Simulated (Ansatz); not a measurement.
In:
```
CELL_PARAMETERS angstrom
     -1.66621     1.66621     2.21620
      1.66621    -1.66621     2.21620
      1.66621     1.66621    -2.21620
ATOMIC_POSITIONS crystal
  In 0.00000 0.00000 0.00000
```

Relaxed with LDA. Special points in fractions of this cell's reciprocal vectors: Γ (0.000, 0.000, 0.000); X (0.000, 0.000, 0.500); P (0.250, 0.250, 0.250); N (0.000, 0.500, 0.000); M (0.500, 0.500, -0.500); S (0.391, 0.609, -0.391); S0 (-0.391, 0.391, 0.391); R (-0.283, 0.283, 0.500); G (0.500, 0.500, -0.283).

Question: List the band energies nearest the Fermi level at these points for the program Ansatz at the LDA level (PAW).

Answer: In eV from the Fermi level; about four levels below and three above (degenerate sets whole), none deeper than 8.9 eV; … stands for higher levels left out; points with the same levels are listed once.

```tsv
k	below	above
Γ	–	10.91 11.07 11.07
X	-2.63 -2.45	4.27 4.60 …
P	-1.79 -0.18 -0.18	1.19 …
N	-4.43 -3.63	8.13 9.06 …
M	-1.95 -1.32	3.53 3.53 …
S	-1.66 -1.08	0.43 4.36 …
R	-1.36 -0.28	0.05 1.62 …
```

Space group I4/mmm (body-centred tetragonal). Its axis ratio c/a = 1.33 departs by over 6 % from that of the usual cell of this phase: another minimum, or an error of the functional. Symmetry was held in the LDA relaxation; its stability against distortions is not shown here. Spin–orbit coupling is left out wherever it is not named.

Potentials: the earlier of the program's two PAW sets. The files were generated under PBE; for other functionals the program regenerates the frozen cores, and for LDA and PBEsol the local potential too.
